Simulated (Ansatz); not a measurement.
Ansatz (a quantum-chemistry and plane-wave program) input:

Ansatz 0.2 input:
```yaml
crystal:
  lattice:
    - [5.3856933937, 0.0, 0.0]
    - [-2.6928466968, 4.6641472959, 0.0]
    - [0.0, 0.0, 5.2669907263]
  atoms:
    - { symbol: C, position: [0.0, 0.0, 0.3801384897] }
    - { symbol: C, position: [0.0, 0.0, 0.6198615103] }
    - { symbol: Rb, position: [0.3333333333, 0.6666666667, 0.2835038382] }
    - { symbol: Rb, position: [0.6666666667, 0.3333333333, 0.7164961618] }
    - { symbol: Pd, position: [0.0, 0.0, 0.0] }
kpoints:
  mp_grid: { grid: [6, 6, 5] }
hamiltonian:
  xc: r2scan
  pseudopotentials: { kind: paw }
scf:
  occupations: { method: fixed }
checkpoint: { read: static.run }
output: { write_density: true, elf: true, volumetric_format: npy }
basis: { fft_grid_basis: typed }
```

Output (shortened):

```
Pseudopotential: C, paw, valence charge 4
Pseudopotential: Rb, paw, valence charge 9
Pseudopotential: Pd, paw, valence charge 18
Functional definition: r2SCAN
Crystal: 5 atoms, lattice volume = 132.305 Å³
Basis set: ecut = 500 eV, 3367 PW (Γ), exchange–correlation on 160×160×160 points (64 copies of the dense FFT grid, shifted against one another)
Bands: 27, of which v1, the nominal top of the filled ones, is band 22 counted from 1 (21 counted from 0)
Symmetry: 12 space group operations
Space group: P-3m1 (ITA 164), of the structure as read, at distance tolerance 5.1e-5 Å
k-points: 27 of 180
Stability of the state it starts from, as read at its close in the unpolarized treatment …
iter 1 solved again at ethr=1.10e-7 eV; its pass at ethr=3.10e-3 eV (dr2=4.83e-5 eV) is discarded
SCF iter   1: F=—  HF=-14045.288133 eV  |F-HF|=—  |Δ(HF+E_count)|=         —  Δρ=6.55e-7  dr2=2.93e-10  dr2_τ=6.28e-11  ethr=1.10e-7  ⟨swp⟩=4.7  Hψ=5372  notcnv=0  defer=76
preconditioner: auto → Resta (q_TF=auto, 2.271 Å⁻¹)
SCF iter   2: F=-14045.288133 eV  HF=-14045.288133 eV  |F-HF|=3.80e-10  |Δ(HF+E_count)|=   4.57e-8  Δρ=6.06e-7  dr2=4.47e-10  dr2_τ=7.36e-11  ethr=1.00e-12  ⟨swp⟩=12.5  Hψ=4622  notcnv=0
SCF 1 converged in 2 iterations: F = -14045.288133 eV  dr2 = 4.47e-10
SCF converged after 2 iterations
Free energy (F): -14045.288133 eV
Harris-Foulkes:  -14045.288133 eV  (|F-HF|=3.80e-10)
Internal energy: -14045.288133 eV  (E = F + TS)
E sigma→0 (E₀):  -14045.288133 eV
Fermi energy:    5.112013 eV
--- Per-component energies (eV) ---
  E_band       = -559.855203
  E_kinetic    = 1077.020353
  E_local      = -4977.545656  (includes V_loc(G=0)·N_el)
  E_nonlocal   = 615.429676
  E_hartree    = 1892.063498
  E_xc         = -503.317901
  E_vxc        = -665.034232  (∫ρ·V_xc dr)
  E_paw        = -9242.633979  (= ΣΔE_a)
  E_vpaw       = -435.562690  (= ΣTr[D̂ρ^β])
  E_aug_tail   = 0.000113  (compensation charges beyond the density's cutoff)
  E_vtau       = 41.708651  (kinetic-family band-sum trace: ∫τ·v_τ [+ j·A + Jᵃ·Aᵃ] dr)
  E_ewald      = -2905.508749
  E_core_change = -0.795489  (= ΣΔE_core)
  E_smearing   =  0.000000  (= −TS)
  E_closure    = 0.000000  (closes the sum)
  Σ components = -14045.288133   (vs F -14045.288133, Δ=0.00e0)
  [band-id]    e_kinetic+e_local+e_nonlocal+2·e_hartree+e_vxc+e_vpaw+e_augmentation_tail+e_vtau = -559.856788   (vs E_band -559.855203, Δ=-1.59e-3)
--- Band table (eV; the first three rows and the last of 27) ---
  k-point 0: bands = ["-80.1366", "-45.3202", "-44.9077", "-44.9077", "-22.6880", "-22.6080", "-8.6858", "-6.4479", "-6.3105", "-6.3105", "-6.1194", "-6.0657", "-6.0657", "0.0706", "0.2628", "2.7960", "2.7960", "3.3411", "3.3411", "3.9280", "4.0809", …
  k-point 1: bands = ["-80.1366", "-45.3201", "-44.9077", "-44.9077", "-22.6829", "-22.6127", "-8.6454", "-6.4276", "-6.2919", "-6.2919", "-6.1627", "-6.0832", "-6.0832", "-1.1430", "1.7067", "2.2816", "2.2816", "4.0100", "4.0630", "4.0630", "4.1332", …
  k-point 2: bands = ["-80.1366", "-45.3202", "-44.9077", "-44.9077", "-22.6726", "-22.6223", "-8.5775", "-6.3639", "-6.2627", "-6.2518", "-6.2518", "-6.1215", "-6.1215", "-1.8969", "1.9080", "1.9080", "2.9390", "4.0719", "4.0719", "4.1004", "5.0901", …
  k-point 26: bands = ["-80.1366", "-45.3202", "-44.9077", "-44.9077", "-22.6456", "-22.6456", "-8.6668", "-6.4979", "-6.4979", "-6.1706", "-6.1109", "-6.0497", "-6.0497", "-1.7813", "1.9378", "1.9378", "3.0959", "4.0799", "4.0799", "4.5839", "5.0698", …
```

Cost: about 10 core-seconds (a rough figure) on shared cores.

The workflow started from an entry of the Crystallography Open Database (COD). Whether it is the stable phase at ambient conditions was not checked. The r²SCAN relaxation kept the symmetry of its start; whether a distortion lowers the energy is not shown. No spin polarisation was allowed. Scalar-relativistic: spin–orbit coupling is off unless named, which matters more the heavier the elements.

Potentials: the later of the program's two PAW sets.

Ansatz is a plane-wave DFT program.
